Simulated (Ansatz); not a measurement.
## One compound in many structure types

Relaxing one composition in several structure types shows which are competitive, which pressure would favour, and how volume and gap change with structure.

The reference row is GaAs, zinc blende. The reference is the lowest phase computed, which need not be the stable form in nature.

Where the numbers come from (Ansatz, a plane-wave PAW program): energy: PBE, total energy at 0 K with the change to a 700 eV cutoff added (comparable within one formula alone); volume per atom: PBE, relaxed cell; gap: PBE; bulk modulus: PBE, equation-of-state fit.

Working rules: ΔE = E − E_ref; ΔV = V − V_ref; temperature scale ΔE/k_B = 11.605 K/meV × ΔE.

```tsv
crystal	E (eV/atom)	V (Å³/atom)	gap (eV)	B₀ (GPa)	ΔE (meV/atom)	ΔV (Å³/atom)	ΔE/k_B (K)
GaAs, zinc blende, reference	−4319.929	23.70	0.16	60.2	0.0	0.00	0
GaAs, cinnabar type, P6₂22	−4319.739	21.48	0.00	63.8	190	−2.22	2200
GaAs, NiAs type	−4319.578	19.80	0.00	67.5	351.0	−3.90	4100
GaAs, litharge type, P4/nmm	−4319.444	21.23	0.00	–	485.0	−2.47	5600
GaAs, CsCl type	−4319.392	19.20	0.00	62.7	537.0	−4.50	6200
```

Model phases, started by placing the elements on a structure type or from a typed cell, with no claim that they are known: GaAs, cinnabar type, P6₂22; GaAs, NiAs type; GaAs, litharge type, P4/nmm; GaAs, CsCl type. Runs started from generated or typed cells of the structure named: GaAs, zinc blende. No gap (0.00) means none at this level, which can close a small real gap. Spin–orbit coupling is left out unless named; in separate runs it moves the gap by GaAs, zinc blende −0.10 eV (r²SCAN).

Arithmetic for GaAs, CsCl type:

1. ΔE = 1000 × (−4319.392 − (−4319.929)) = 537.0 meV/atom
2. ΔV = 19.20 − 23.70 = −4.50 Å³/atom
3. ΔE/k_B: 11.605 × 537.0 = 6200 K

In order of ΔE, lowest first: GaAs, zinc blende (0.0 ± 5.0), GaAs, cinnabar type, P6₂22 (190 ± 5.0), GaAs, NiAs type (351.0 ± 5.0), GaAs, litharge type, P4/nmm (485.0 ± 5.0), GaAs, CsCl type (537.0 ± 5.0). The ± follows from allowances picked for this note (energy 0.004 eV/atom, 3 meV/atom on the figure itself), carried to first order and added in quadrature, each row's own inputs moving alone; ≈ joins neighbours closer than their two ± added in quadrature.

Denser than the reference, so favoured by pressure; with fixed volumes the enthalpies cross at P ≈ 0.1602 ΔE/|ΔV|: GaAs, cinnabar type, P6₂22 0.1602 × 190/2.22 = 14 GPa, GaAs, NiAs type 0.1602 × 351.0/3.90 = 14 GPa, GaAs, CsCl type 0.1602 × 537.0/4.50 = 19 GPa, GaAs, litharge type, P4/nmm 0.1602 × 485.0/2.47 = 31 GPa. Each is against the reference alone, so another phase may come first, and differences in compressibility move them.

Vibrational free energy is left out, and phases that were not computed could lie lower. Rows are a sample of the computed phases of this formula. Limits of the draw: a spread of over 30 meV/atom, none over 0.9 eV/atom above the reference, within 8 meV/atom of the lowest or within 3 meV/atom of a neighbour. As a rule kept out of such tables: 4f compounds, open-shell compounds run without a Hubbard term, cells found unstable in the tests at hand, cells close to a higher symmetry, and runs set to a pressure or over 12 % in volume from the crystal's fullest run. A dash marks a value that is not given here.
